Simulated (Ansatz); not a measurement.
Here is the system:

CdSiP₂:
```
CELL_PARAMETERS angstrom
     -2.82206     2.82206     5.24987
      2.82206    -2.82206     5.24987
      2.82206     2.82206    -5.24987
ATOMIC_POSITIONS crystal
  Cd 0.75000 0.25000 0.50000
  Cd 0.00000 0.00000 0.00000
  Si 0.25000 0.75000 0.50000
  Si 0.50000 0.50000 0.00000
  P  0.16768 0.12500 0.54268
  P  0.58232 0.62500 0.45732
  P  0.37500 0.83232 0.95732
  P  0.87500 0.41768 0.04268
```

This is the PBEsol-relaxed structure. Cartesian axes are those of the cell as given.

Task: All from PBEsol (plane waves, PAW; program Ansatz), unless another level is named. Estimate the Young's modulus.

Result: 104 GPa.

Task: And the piezoelectric stress constants (proper, relaxed ions, C/m²)?

Result: e14 = e25 = -0.18.

Space group I-42d (chalcopyrite). Symmetry was held in the PBEsol relaxation.

Potentials: the later of the program's two PAW sets.
